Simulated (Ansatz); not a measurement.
What a change of settings does to a run on MoPb

The structure comes from a relaxation in the same program, started in the L10 type. Whether it is a known phase or the ground state wasn't checked. The listed cell was then made from it by scaling, straining or moving an atom.

First run: DFT, r2SCAN, PAW with Ansatz's default frozen-core files, scalar-relativistic (Ansatz 0.2.0).

Command: `ansatz run input.yaml --threads 1 --pin off --max-ram 2048MiB --backend cpu --events-out ev --progress --plain --runs-dir out` The run took 36 s on 1 thread of Intel(R) Xeon(R) Processor @ 2.50GHz (Skylake/Cascade Lake), on a shared host, peak memory 0.52 GiB.

```yaml
crystal:
  lattice:
    - [3.3387662467, 0.0, 0.0]
    - [0.0, 3.3387662467, 0.0]
    - [0.0, 0.0, 3.3464515095]
  atoms:
    - { symbol: Mo, position: [0.0, 0.0, 0.0] }
    - { symbol: Pb, position: [0.5, 0.5, 0.5] }
kpoints:
  mp_grid: { grid: [11, 11, 8] }
scf:
  occupations: { method: fermi_dirac, width: 0.05 }
hamiltonian:
  xc: r2scan
  pseudopotentials: { kind: paw }
output:
  forces: true
  stress: true
  eigenvalues: true
  efg: { contact_densities: true }
  write_density: true
  write_potential: true
  elf: true
  volumetric_format: npy
```

Result: converged; pressure 6.46 GPa; no gap on the k mesh; 7 SCF iterations.

Spin–orbit coupling is left out, though it moves levels of the heavy atoms by tenths of an eV or more.

The input is then changed:

```diff
@@ -10,8 +10,9 @@
   mp_grid: { grid: [11, 11, 8] }
 scf:
-  occupations: { method: fermi_dirac, width: 0.05 }
+  occupations: { method: fermi_dirac, width: 0.2 }
 hamiltonian:
   xc: r2scan
   pseudopotentials: { kind: paw }
+  hubbard: { sites: [{ species: Mo, l: d, u_eff: 5.0 }], double_counting: fll }
 output:
   forces: true
@@ -19,7 +20,3 @@
   eigenvalues: true
   efg: { contact_densities: true }
-  write_density: true
-  write_potential: true
-  elf: true
-  volumetric_format: npy
```

Question: Predict the outcome of the changed run.

Answer: It converged; pressure 10.96 GPa; no gap on the k mesh; 19 SCF iterations. Some of these settings are too coarse for converged properties.
